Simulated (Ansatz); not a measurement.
LaB₂Rh₃:
```yaml
crystal:
  lattice:
    - [5.47807, 0.00000, 0.00000]
    - [-2.73904, 4.74415, 0.00000]
    - [0.00000, 0.00000, 3.15101]
  atoms:
    - { symbol: Rh, position: [0.50000, 0.00000, 0.50000] }
    - { symbol: Rh, position: [0.50000, 0.50000, 0.50000] }
    - { symbol: Rh, position: [0.00000, 0.50000, 0.50000] }
    - { symbol: La, position: [0.00000, 0.00000, 0.00000] }
    - { symbol: B, position: [0.33333, 0.66667, 0.00000] }
    - { symbol: B, position: [0.66667, 0.33333, 0.00000] }
```

Relaxed with r²SCAN.

Problem. Map the electron localisation function on the plane through (0.500, 0.500, 0.500) spanned by u = [0, 0, 1] and v = [1, -1, 0] in lattice vectors, from plane-wave PAW r²SCAN (Ansatz code).

Solution. x is the fraction of u, y of v (the angle between them is 90°; rows are the nearest grid lines); atoms in the plane: Rh at (0.00, 0.00), La at (0.50, 0.50), B at (0.50, 0.83), B at (0.50, 0.17).
```
|99875222322257899|
|88753235553235788|
|66533467776433566|
|22347763236774322|
|23467630003676432|
|23356775557765332|
|33345777777754333|
|33333333333333333|
|43321110001112334|
|11124789998742111|
|01258999999985210|
|00489951015998400|
|00489951015998400|
|01258999999985210|
|11124789998742111|
|43321110001112334|
|33333333333333333|
|33345777777754333|
|23356775557765332|
|23467630003676432|
|22347763236774322|
|66533467776433566|
|88753235553235788|
|99875222322257899|
```
Scale: ten equal steps from 0.001 (start of '0') to 0.841 (end of '9'), in the order '0123456789'; x runs from 0.000 to 1.00, y from 0.000 (bottom) to 1.00 (top).

The density is the valence pseudo-density with augmentation charge, so density and ELF within about 1 Å of a nucleus are not all-electron values.

Space group P6/mmm. The workflow started from an entry of the Crystallography Open Database (COD). Its standing as an ambient phase is unchecked. The cell was relaxed with r²SCAN under the symmetry of its start; whether a distortion lowers the energy is not shown. No spin polarisation was allowed. Spin–orbit coupling is left out wherever it is not named.

Potentials: the later of the program's two PAW sets.
